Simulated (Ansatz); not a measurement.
Relaxed-ion elastic tensor of Mg in space group P6/mmm (No. 191; Mg on 1a, Mg on 2d) in GPa (Voigt order), plane-wave PAW r²SCAN (Ansatz code); density 1.77 g/cm³, 22.86 Å³ per atom.

```
70.0  33.3  12.2   0.0   0.0   0.0
33.3  70.0  12.2   0.0   0.0   0.0
12.2  12.2  84.7   0.0   0.0   0.0
 0.0   0.0   0.0   8.0   0.0   0.0
 0.0   0.0   0.0   0.0   8.0   0.0
 0.0   0.0   0.0   0.0   0.0  18.4
```

Is the crystal mechanically stable?

Yes: the smallest eigenvalue of C is 8.0 GPa.

Work out the Voigt, Reuss and Hill averages.

K_V = 37.8, K_R = 37.7, K_H = 37.7; G_V = 18.0, G_R = 13.0, G_H = 15.5 GPa.

Give Young's modulus, Poisson's ratio, Pugh's ratio and the universal anisotropy index.

E = 9KG/(3K + G) = 40.9 GPa; ν = 0.32; K/G = 2.44 (ductile by the Pugh limit of 1.75); A_U = 5G_V/G_R + K_V/K_R − 6 = 1.95.

Estimate the sound speeds and the Debye temperature.

v_l = √((K + 4G/3)/ρ) = 5750 m/s, v_t = √(G/ρ) = 2960 m/s, mean 3320 m/s; Θ = (h/k)(3n/4πV)^(1/3) v_m = 348 K.

How much does each axis shrink under pressure?

Linear compressibilities β_i = Σ_j S_ij (j = 1 to 3): x 8.6, y 8.6, z 9.3 per TPa.

The cell is a constructed one: a structure type filled with these elements; the Crystallography Open Database copy checked does not list it. It is not the phase usual at ambient conditions (space group No. 194). The cell was relaxed with r²SCAN under the symmetry of its start; its stability against distortions is not shown here. As this level gives no gap, shear constants depend on the k-mesh and smearing (Fermi–Dirac, 0.1 eV here).

Potentials: the earlier of the program's two PAW sets.
